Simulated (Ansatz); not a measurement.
```yaml
crystal:
  lattice:
    - [2.1018312541, 1.2134928403, 6.3546274799]
    - [-2.1018312541, 1.2134928403, 6.3546274799]
    - [0.0, -2.4269856807, 6.3546274799]
  atoms:
    - { symbol: "Y", position: [0.0, 0.0, 0.0] }
    - { symbol: Se, position: [0.252, 0.252, 0.252] }
    - { symbol: Se, position: [0.748, 0.748, 0.748] }
basis:
  ecutwfc: 420
  ecutrho_ratio: 4
kpoints:
  mp_grid: { grid: [10, 10, 10] }
hamiltonian:
  xc: pbe
scf:
  occupations: { method: gaussian, width: 0.05 }
output:
  forces: true
  stress: true
  eigenvalues: true
relax:
  f_tol: 0.01
  max_steps: 60
  cell: { stress_tol: 0.04 }
```

What does this Ansatz input ask for?

It asks for a full relaxation of cell and atoms of YSe2 with PBE (scalar-relativistic), a cutoff of 420 eV (density cutoff 4 times that), a Γ-centred 10×10×10 mesh and Gaussian smearing of 0.05 eV, without spin polarisation. Stop at forces under 0.01 eV/Å and stress under 0.04 GPa, or after 60 steps. Forces, stress and eigenvalues are wanted.

How large is the problem?

43 valence electrons, 1637 plane waves at Γ (in the final cell), 12 symmetry operations and 116 irreducible k-points; it took 60 SCF iterations in all.

Launched as:
```sh
ansatz run input.yaml --threads 2 --pin off --max-ram 2662MiB --backend cpu --events-out ev --progress --plain --runs-dir out
```

About how long does the run take on 2 threads of Arm Neoverse V1, on a shared host, and how much memory does it need?

About 96 s, with a peak of 0.54 GiB.

This is a trial structure made by placing the elements on a prototype's sites, so it needn't be the stable form.
